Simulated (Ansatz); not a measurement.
Given:

CoP2:
```yaml
crystal:
  lattice:
    - [5.51938, 0.00000, 0.00000]
    - [0.00000, 5.52318, 0.00000]
    - [-2.30210, 0.00000, 5.08958]
  atoms:
    - { symbol: Co, position: [0.27207, 0.49819, 0.78774] }
    - { symbol: Co, position: [0.72793, 0.50181, 0.21226] }
    - { symbol: Co, position: [0.72793, 0.99819, 0.71226] }
    - { symbol: Co, position: [0.27207, 0.00181, 0.28774] }
    - { symbol: P, position: [0.15758, 0.87377, 0.86731] }
    - { symbol: P, position: [0.84242, 0.12623, 0.13269] }
    - { symbol: P, position: [0.84242, 0.37377, 0.63269] }
    - { symbol: P, position: [0.15758, 0.62623, 0.36731] }
    - { symbol: P, position: [0.33948, 0.37201, 0.18135] }
    - { symbol: P, position: [0.66052, 0.62799, 0.81865] }
    - { symbol: P, position: [0.66052, 0.87201, 0.31865] }
    - { symbol: P, position: [0.33948, 0.12799, 0.68135] }
```

This is the r²SCAN-relaxed structure. x, y and z are the axes in which the lattice vectors are written.

Task: All from plane-wave PAW r²SCAN (Ansatz code), unless another level is named. Predict the bulk modulus (Birch–Murnaghan fit).

Result: 174 GPa.

Task: What about the elastic constants (relaxed ions, GPa)?

Result: C11 = 370, C22 = 454, C33 = 380, C12 = 53.9, C13 = 84.3, C23 = 55.9, C44 = 132, C55 = 108, C66 = 158, C15 = 26.5, C25 = -10.1, C35 = -61.8, C46 = -35.1.

Space group P2_1/c. The first step of the workflow began from a Materials Project structure, measured or hypothetical; the Crystallography Open Database copy checked does not list it. Its standing as an ambient phase is unchecked. The cell was relaxed with r²SCAN under the symmetry of its start; whether a distortion lowers the energy is not shown. No spin polarisation was allowed.

Potentials: the later of the program's two PAW sets.
